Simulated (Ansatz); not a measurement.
Space group C2/c (No. 15). a = 12.817 Å, b = 4.868 Å, c = 5.526 Å, α = 90.00°, β = 103.71°, γ = 90.00°
```json
{"atom": "Ta", "site": "8f", "symmetry": "1", "x": "0.1406", "y": "0.2454", "z": "0.7674"}
{"atom": "O", "site": "4e", "symmetry": "2", "x": "0.0000", "y": "0.1030", "z": "0.7500"}
{"atom": "O", "site": "8f", "symmetry": "1", "x": "0.3893", "y": "0.0529", "z": "0.5226"}
{"atom": "O", "site": "8f", "symmetry": "1", "x": "0.2948", "y": "0.4292", "z": "0.8719"}
```

Equation of state of this Ta$_{2}$O$_{5}$ structure (not necessarily the ground state), with shape and atoms relaxed at each volume where symmetry leaves them free. Level of theory: DFT PBEsol, scalar-relativistic, plane waves, PAW in Ansatz.

Plane waves to 420 eV, a k mesh through Γ of 6×6×4 on the computed 14-atom cell and Gaussian smearing (0.02 eV); no spin polarisation.

| V (Å³/atom) | E − E(largest V) (meV/atom) | P (GPa) | gap on mesh (eV) |
| --- | --- | --- | --- |
| 10.887 | 0.19 | 13.18 | 3.45 |
| 11.246 | -23.47 | 8.11 | 3.38 |
| 11.605 | -36.68 | 3.85 | 3.29 |
| 11.964 | -40.85 | -0.01 | 3.19 |
| 12.323 | -36.97 | -3.47 | 3.09 |
| 12.682 | -25.67 | -6.66 | 2.97 |
| 13.160 | 0.00 | -10.52 | 2.82 |

Question: Fit a third-order Birch–Murnaghan equation to E(V).

Answer: V0 = 11.96 Å³/atom, B0 = 123 GPa, B0' = 2.4.

Spin-orbit coupling is left out, which matters for the bands of heavy elements.

The gaps are read on the mesh, which can miss the band edges, so they can be too wide.